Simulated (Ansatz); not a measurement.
Relaxed polymorphs of TiTe2. Calculation: PBEsol (plane waves to 420 eV, PAW, scalar-relativistic; Ansatz, a first-principles code). One row is withheld; estimate it from its structure type, its coordination and the trend of the others.

```json
[
 {"structure": "P-3m1, hP3, CdI2 type", "coordination": "Ti 6 (octahedral), Te 3 (trigonal pyramidal)", "E − E(first row) (eV/atom)": "0.00", "V (Å³/atom)": "25.43"},
 {"structure": "I4/mcm, tI12", "coordination": "–", "E − E(first row) (eV/atom)": "0.22", "V (Å³/atom)": "22.21"},
 {"structure": "Pnnm, oP6, AFLOW prototype AB2_oP6_58_a_g (as in Fe2C)", "coordination": "–", "E − E(first row) (eV/atom)": "?", "V (Å³/atom)": "?"},
 {"structure": "Pa-3, cP12", "coordination": "–", "E − E(first row) (eV/atom)": "0.26", "V (Å³/atom)": "25.56"},
 {"structure": "P1, aP12", "coordination": "–", "E − E(first row) (eV/atom)": "0.24", "V (Å³/atom)": "25.68"},
 {"structure": "Pnma, oP12, AFLOW prototype A2B_oP12_62_2c_c (C23, as in PbCl2)", "coordination": "–", "E − E(first row) (eV/atom)": "0.20", "V (Å³/atom)": "22.51"},
 {"structure": "I4₁/amd, tI12, anatase type", "coordination": "Ti 6 (octahedral), Te 3", "E − E(first row) (eV/atom)": "0.21", "V (Å³/atom)": "25.90"},
 {"structure": "P4₂/mnm, tP6, rutile type", "coordination": "Ti 6 (octahedral), Te 3", "E − E(first row) (eV/atom)": "0.13", "V (Å³/atom)": "27.14"}
]
```

Question: Fill in the missing entries.

Answer: 
- Pnnm, oP6, AFLOW prototype AB2_oP6_58_a_g (as in Fe2C), E − E(first row) (eV/atom): 0.08
- Pnnm, oP6, AFLOW prototype AB2_oP6_58_a_g (as in Fe2C), V (Å³/atom): 25.39

The withheld cell: Pnnm (No. 58), oP6, AFLOW prototype AB2_oP6_58_a_g (as in Fe2C); a = 6.0513 Å, b = 6.9625 Å, c = 3.6155 Å, α = β = γ = 90.00°; Ti 2a (0.000, 0.000, 0.000); Te 4g (0.217, 0.651, 0.000). Coordination numbers (neighbours up to the widest gap in distance over summed covalent radii, below 1.35; n+m marks a second, longer set; metal–metal contacts left out).

3 runs with a doubtful electronic state, a coarser numerical grid, an end not at rest or a source that can't be used are left out. 5 generated cells of layers, chains or molecules, poorly bound without dispersion, are left out. Each run could gain symmetry but not lose that of its start, so entries can be saddle points. From databases, or of a type measured for this composition: P-3m1, hP3, CdI2 type; the others are generated cells (placed on structure types, drawn at random, substituted or restacked) that were not matched to a known phase here. Static energies at zero pressure. Each cell has its own k-point mesh; energy differences are given only to the digits this allows. No spin polarisation in the result. A magnetic state may lie lower. Without a van der Waals term the distances between weakly bound units are poorly fixed. Without spin-orbit coupling the bands of the heavy element are not split, so the gap can be far off.
